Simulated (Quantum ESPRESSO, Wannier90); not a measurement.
PtSe₂ (CdI2 type): Wannier90 run

Cell from Materials Project (mp-1115), symmetrised, no further relaxation. COD (Crystallography Open Database) has an entry of this formula and space group (matched by these alone). Computed values, not measurements, from PBEsol: Quantum ESPRESSO (norm-conserving PseudoDojo potentials, cutoff 69 Ry, no spin polarisation, no spin-orbit coupling) on a Γ-centred 12×12×6 mesh, then Wannier90. Density: 12×12×6 mesh, Gaussian smearing 0.01 Ry. The cell is built of weakly bound layers, chains or molecules, whose nearest atoms lie 3.85 Å apart. Database cells relaxed without dispersion often hold them too far apart, which can enlarge gaps and weakens couplings between them; spacing and stacking were not compared with the measured crystal. Spin-orbit coupling is left out although heavy elements are present.

On the energy scale of pw.x, whose zero is arbitrary, the valence-band maximum lies at 10.84 eV.

Input w.win:

```
num_bands = 21
num_wann = 12
exclude_bands = 1-16
num_iter = 800
conv_tol = 1.0e-6
conv_window = 4
dis_num_iter = 1000
dis_conv_tol = 1.0e-6
dis_froz_max = 12.69
write_hr = true
write_u_matrices = true
begin projections
Pt: s;d
Se: p
end projections
begin unit_cell_cart
ang
    3.7173100460    0.0000000000    0.0000000000
   -1.8586550230    3.2192849336    0.0000000000
    0.0000000000    0.0000000000    5.8200700000
end unit_cell_cart
begin atoms_frac
Pt   0.0000000000  0.0000000000  0.0000000000
Se  -0.3333333333  0.3333333333 -0.2253900000
Se   0.3333333333 -0.3333333333  0.2253900000
end atoms_frac
mp_grid = 12 12 6
begin kpoints
0.0000000000 0.0000000000 0.0000000000
0.0000000000 0.0000000000 0.1666666667
0.0000000000 0.0000000000 0.3333333333
... (861 more lines: the 12x12x6 mesh through Gamma)
end kpoints
```

Input of pw2wannier90.x that gives the overlap and projection files (equivalent; here they were cut from one run over all bands):

```
&inputpp
  outdir = './out'
  prefix = 'pwscf'
  seedname = 'w'
  write_amn = .true.
  write_mmn = .true.
/
```

Output w.wout (banner and timings cut):

```
                                    ------
                                    SYSTEM
                                    ------

                              Lattice Vectors (Ang)
                    a_1     3.717310   0.000000   0.000000
                    a_2    -1.858655   3.219285   0.000000
                    a_3     0.000000   0.000000   5.820070

                   Unit Cell Volume:      69.64924  (Ang^3)

                        Reciprocal-Space Vectors (Ang^-1)
                    b_1     1.690251   0.975867  -0.000000
                    b_2     0.000000   1.951733   0.000000
                    b_3     0.000000  -0.000000   1.079572

 *----------------------------------------------------------------------------*
 |   Site       Fractional Coordinate          Cartesian Coordinate (Ang)     |
 +----------------------------------------------------------------------------+
 | pt   1   0.00000   0.00000   0.00000   |    0.00000   0.00000   0.00000    |
 | se   1  -0.33333   0.33333  -0.22539   |   -1.85866   1.07309  -1.31179    |
 | se   2   0.33333  -0.33333   0.22539   |    1.85866  -1.07309   1.31179    |
 *----------------------------------------------------------------------------*
                                ------------
                                K-POINT GRID
                                ------------

             Grid size = 12 x 12 x  6      Total points =  864

 *---------------------------------- MAIN ------------------------------------*
 |  Number of Wannier Functions               :                12             |
 |  Number of Objective Wannier Functions     :                12             |
 |  Number of input Bloch states              :                21             |
 |  Output verbosity (1=low, 5=high)          :                 1             |
 |  Timing Level (1=low, 5=high)              :                 1             |
 |  Optimisation (0=memory, 3=speed)          :                 3             |
 |  Length Unit                               :               Ang             |
 |  Post-processing setup (write *.nnkp)      :                 F             |
 |  Using Gamma-only branch of algorithms     :                 F             |
 *----------------------------------------------------------------------------*
 *------------------------------- WANNIERISE ---------------------------------*
 |  Total number of iterations                :               800             |
 |  Number of CG steps before reset           :                 5             |
 |  Trial step length for line search         :             2.000             |
 |  Convergence tolerence                     :         0.100E-05             |
 |  Convergence window                        :                 4             |
 |  Iterations between writing output         :                 1             |
 |  Iterations between backing up to disk     :               100             |
 |  Write r^2_nm to file                      :                 F             |
 |  Write xyz WF centres to file              :                 F             |
 |  Write on-site energies <0n|H|0n> to file  :                 F             |
 |  Use guiding centre to control phases      :                 F             |
 |  Use phases for initial projections        :                 F             |
 *----------------------------------------------------------------------------*
 *------------------------------- DISENTANGLE --------------------------------*
 |  Using band disentanglement                :                 T             |
 |  Total number of iterations                :              1000             |
 |  Mixing ratio                              :             0.500             |
 |  Convergence tolerence                     :         1.000E-06             |
 |  Convergence window                        :                 3             |
 *----------------------------------------------------------------------------*
 *-------------------------------- PLOTTING ----------------------------------*
 |  Plotting Hamiltonian in WF basis          :                 T             |
 *----------------------------------------------------------------------------*

       ... (k-mesh section left out)

 Starting a new Wannier90 calculation ...

 Reading overlaps from w.mmn

 Reading projections from w.amn

 *------------------------------- DISENTANGLE --------------------------------*
 +----------------------------------------------------------------------------+
 |                              Energy  Windows                               |
 |                              ---------------                               |
 |                   Outer:    3.97882  to   26.10641  (eV)                   |
 |                   Inner:    3.97882  to   12.69000  (eV)                   |
 +----------------------------------------------------------------------------+
   Number of target bands to extract:   12

                   Unitarised projection of Wannier functions
                   ------------------------------------------
   A_mn = <psi_m|g_n> --> S = A.A^+ --> U = S^-1/2.A
   In dis_project... done
   Using an inner window (linner = T)
   In dis_proj_froz... done

                   Extraction of optimally-connected subspace
                   ------------------------------------------
 +---------------------------------------------------------------------+<-- DIS
 |  Iter     Omega_I(i-1)      Omega_I(i)      Delta (frac.)           |<-- DIS
 +---------------------------------------------------------------------+<-- DIS
       1      22.62630673      21.65990766       4.462E-02    <-- DIS
       2      21.71940287      21.48595679       1.087E-02    <-- DIS
       3      21.54424013      21.38017838       7.674E-03    <-- DIS
       4      21.42224907      21.30938413       5.296E-03    <-- DIS
       5      21.33727741      21.25896596       3.684E-03    <-- DIS
       6      21.27692482      21.22129062       2.622E-03    <-- DIS
       ... (lines left out)
     101      21.02109405      21.02119255      -4.686E-06    <-- DIS
       ... (lines left out)
     170      21.02084222      21.02086311      -9.938E-07    <-- DIS
     171      21.02084198      21.02086242      -9.726E-07    <-- DIS
     172      21.02084175      21.02086176      -9.518E-07    <-- DIS

             <<<      Delta < 1.000E-06  over  3 iterations     >>>
             <<< Disentanglement convergence criteria satisfied >>>

        Final Omega_I    21.02086176 (Ang^2)

 +----------------------------------------------------------------------------+

 Writing checkpoint file w.chk... done

 *------------------------------- WANNIERISE ---------------------------------*
 +--------------------------------------------------------------------+<-- CONV
 | Iter  Delta Spread     RMS Gradient      Spread (Ang^2)            |<-- CONV
 +--------------------------------------------------------------------+<-- CONV

 ------------------------------------------------------------------------------
 Initial State
  WF centre and spread    1  ( -0.000001,  0.000000, -0.000000 )     2.97550423
  WF centre and spread    2  ( -0.000000,  0.000000,  0.000000 )     1.01629573
  WF centre and spread    3  ( -0.000002, -0.000000, -0.000000 )     1.19768946
  WF centre and spread    4  (  0.000001, -0.000000,  0.000000 )     1.19768847
  WF centre and spread    5  (  0.000000,  0.000000, -0.000000 )     1.19687239
  WF centre and spread    6  ( -0.000000,  0.000000,  0.000000 )     1.19687371
  WF centre and spread    7  ( -1.858655,  1.073095, -1.418956 )     2.10737732
  WF centre and spread    8  ( -1.858654,  1.066110, -1.271927 )     2.30505126
  WF centre and spread    9  ( -1.858658,  1.080138, -1.271925 )     2.30507153
  WF centre and spread   10  (  1.858655, -1.073095,  1.418956 )     2.10737733
  WF centre and spread   11  (  1.858659, -1.066110,  1.271927 )     2.30505325
  WF centre and spread   12  (  1.858653, -1.080138,  1.271925 )     2.30506968
  Sum of centres and spreads ( -0.000002,  0.000001, -0.000000 )    22.21592434

      0     0.222E+02     0.0000000000       22.2159243601  <-- CONV
        O_D=      0.0137808 O_OD=      1.1812818 O_TOT=     22.2159244 <-- SPRD
 ------------------------------------------------------------------------------
      1    -0.118E+00     0.1318455103       22.0980091050  <-- CONV
        O_D=      0.0154435 O_OD=      1.0617038 O_TOT=     22.0980091 <-- SPRD
      2    -0.592E-01     0.2379602063       22.0388242655  <-- CONV
        O_D=      0.0120259 O_OD=      1.0059366 O_TOT=     22.0388243 <-- SPRD
      3    -0.372E-01     0.1130369957       22.0015828479  <-- CONV
        O_D=      0.0127280 O_OD=      0.9679931 O_TOT=     22.0015828 <-- SPRD
      4    -0.825E-01     0.1470358760       21.9191006296  <-- CONV
        O_D=      0.0138106 O_OD=      0.8844282 O_TOT=     21.9191006 <-- SPRD
      5    -0.756E-01     0.1875525062       21.8434559009  <-- CONV
        O_D=      0.0124371 O_OD=      0.8101570 O_TOT=     21.8434559 <-- SPRD
       ... (lines left out)
     27    -0.710E-06     0.0005389805       21.7983729437  <-- CONV
        O_D=      0.0099051 O_OD=      0.7676061 O_TOT=     21.7983729 <-- SPRD
     28    -0.780E-06     0.0005815718       21.7983721635  <-- CONV
        O_D=      0.0099048 O_OD=      0.7676056 O_TOT=     21.7983722 <-- SPRD
     29    -0.588E-06     0.0005068996       21.7983715758  <-- CONV
        O_D=      0.0099046 O_OD=      0.7676052 O_TOT=     21.7983716 <-- SPRD
             <<<     Delta < 1.000E-06  over  4 iterations     >>>
             <<< Wannierisation convergence criteria satisfied >>>
 Final State
  WF centre and spread    1  ( -0.000001,  0.000000, -0.000000 )     3.17190286
  WF centre and spread    2  ( -0.000000,  0.000000,  0.000000 )     1.02855325
  WF centre and spread    3  ( -0.000002, -0.000000, -0.000000 )     1.27451101
  WF centre and spread    4  (  0.000001, -0.000000,  0.000000 )     1.27459771
  WF centre and spread    5  ( -0.000000,  0.000000, -0.000000 )     1.25336459
  WF centre and spread    6  (  0.000000,  0.000000,  0.000000 )     1.25335537
  WF centre and spread    7  ( -1.858655,  1.073090, -1.428990 )     2.00332716
  WF centre and spread    8  ( -1.858653,  1.068206, -1.278138 )     2.13376832
  WF centre and spread    9  ( -1.858658,  1.078011, -1.278124 )     2.13394792
  WF centre and spread   10  (  1.858655, -1.073089,  1.428990 )     2.00332715
  WF centre and spread   11  (  1.858658, -1.068205,  1.278137 )     2.13376957
  WF centre and spread   12  (  1.858653, -1.078011,  1.278125 )     2.13394664
  Sum of centres and spreads ( -0.000002,  0.000001, -0.000000 )    21.79837156

         Spreads (Ang^2)       Omega I      =    21.020861763
        ================       Omega D      =     0.009904628
                               Omega OD     =     0.767605186
    Final Spread (Ang^2)       Omega Total  =    21.798371576
```
